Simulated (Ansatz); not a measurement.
Space group P6_3/mmc (No. 194). a = 3.276 Å, b = 3.276 Å, c = 5.087 Å, α = 90.00°, β = 90.00°, γ = 120.00°
| atom | site | symmetry | x | y | z |
| --- | --- | --- | --- | --- | --- |
| Sc | 2c | -6m2 | 0.3333 | 0.6667 | 0.2500 |

Equation of state of this Sc structure (not necessarily the ground state), with shape and atoms relaxed at each volume where symmetry leaves them free. It has no gap at any of these volumes. Theory: DFT PBEsol, scalar-relativistic, plane waves, PAW in Ansatz.

Plane waves to 420 eV, a k mesh through Γ of 12×12×8 on the computed 2-atom cell and Gaussian smearing (0.10 eV); no spin polarisation.

```
V (Å³/atom) E − E(largest V) (meV/atom) P (GPa)
     20.800                        34.22     9.00
     21.509                         0.73     6.29
     22.218                       -21.48     3.92
     22.927                       -33.82     1.83
     23.636                       -37.54     0.00
     24.345                       -33.65    -1.61
     25.054                       -23.07    -3.03
     26.000                         0.00    -4.65
```

Question: Fit a third-order Birch–Murnaghan equation to E(V).

Answer: V0 = 23.61 Å³/atom, B0 = 57 GPa, B0' = 3.3.

Cost: 8 runs of about 1.2 core-minutes in all, on Arm Neoverse V2 (shared hosts).